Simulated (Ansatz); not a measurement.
Te₂Pt:
```yaml
crystal:
  lattice:
    - [4.05326, 0.00000, 0.00000]
    - [-2.02663, 3.51023, 0.00000]
    - [0.00000, 0.00000, 5.08988]
  atoms:
    - { symbol: Te, position: [0.66667, 0.33333, 0.73287] }
    - { symbol: Te, position: [0.33333, 0.66667, 0.26713] }
    - { symbol: Pt, position: [0.00000, 0.00000, 0.00000] }
```

Relaxed with PBE+D3(BJ). Special points in fractions of this cell's reciprocal vectors: Γ (0.000, 0.000, 0.000); M (0.500, 0.000, 0.000); K (0.333, 0.333, 0.000); A (0.000, 0.000, 0.500); L (0.500, 0.000, 0.500); H (0.333, 0.333, 0.500).

Problem. List the band energies nearest the Fermi level at these points for plane-wave PAW PBE+D3(BJ) (Ansatz code).

Solution. In eV from the Fermi level; about four levels below and three above (degenerate sets whole), none deeper than 8.9 eV; points with the same levels are listed once.

| k | below | above |
|---|---|---|
| Γ | -3.68 -3.68 -2.64 -0.48 -0.48 | 0.77 0.77 1.60 |
| M | -3.38 -3.33 -3.22 -2.86 | 0.10 2.67 4.00 |
| K | -1.76 -1.76 -0.16 -0.16 | 2.55 6.53 7.42 7.42 |
| A | -2.24 -1.38 -1.35 -1.35 | 2.25 2.25 4.25 |
| L | -3.34 -3.18 -2.24 -0.67 | 0.22 1.38 4.47 |
| H | -3.94 -3.94 -3.41 -2.67 -2.67 | 2.70 2.70 5.90 |

Space group P-3m1. The PBE+D3(BJ) relaxation kept the symmetry of its start. The run is not spin-polarised. Spin–orbit coupling is left out wherever it is not named.

Potentials: the later of the program's two PAW sets.
